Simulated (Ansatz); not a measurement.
Relaxed NiSi$_{2}$ (fluorite type, space group Fm-3m):

```xyz
3
Lattice="0.0000 2.6948 2.6948 2.6948 0.0000 2.6948 2.6948 2.6948 0.0000" Properties=species:S:1:pos:R:3 pbc="T T T"
Ni     0.0000     0.0000     0.0000
Si     1.3474     1.3474     1.3474
Si     4.0423     4.0423     4.0423
```

In each cell atom 2 (Si, nearest neighbour Ni at 2.334 Å; its periodic images, 3.8 Å or more away, move with it) moves by s·(0.707, 0.707, 0.000) (along Cartesian [110]), the rest being held.

These are r2SCAN (plane waves to 500 eV, PAW, scalar-relativistic; Ansatz, a program for electronic structure) values and carry that method's errors. k mesh 12×12×12 (Γ-centred), Fermi-Dirac smearing 0.05 eV. The energy includes the smearing's −TS. With partly filled bands, energies and forces of such displacements shift with the k mesh and the smearing. On this mesh the relaxed cell isn't quite at rest: it carries a pressure of -0.3 GPa (compression positive) at the zero of the scan. NiSi2 is run without spin polarisation. NiSi2 was relaxed with its symmetry unable to fall. The PAW data are Ansatz's earlier set. The zero of ΔE is the undisplaced structure. The last digit holds for this mesh only.

```
s (Å)   ΔE (meV/cell)
------  -------------
-0.700         2505.8
-0.560         1507.6
-0.420          804.5
-0.280       withheld
-0.140           84.1
0.000             0.0
0.140            84.1
0.280        withheld
0.420           804.5
0.560          1507.6
0.700          2505.8
```

Problem. Fit an even polynomial form (powers 2, 4, 6) to the given rows and predict ΔE at s = -0.280.

Solution. Least squares on the 9 given rows: ΔE = (4236)·s² + (1874)·s⁴ + (-168.4)·s⁶, in meV/cell with s in Å; root-mean-square residual 0.18 meV/cell. At -0.280 the fit gives 343.5 meV/cell; the calculation gives 343.2 meV/cell, so the interpolation is off by 0.3 (+0.1 %). The quadratic term alone would give 332.1 meV/cell.

(A displaced cell: forces are minus the slopes of the energy, force constants its curvatures, and phonons follow from these.)
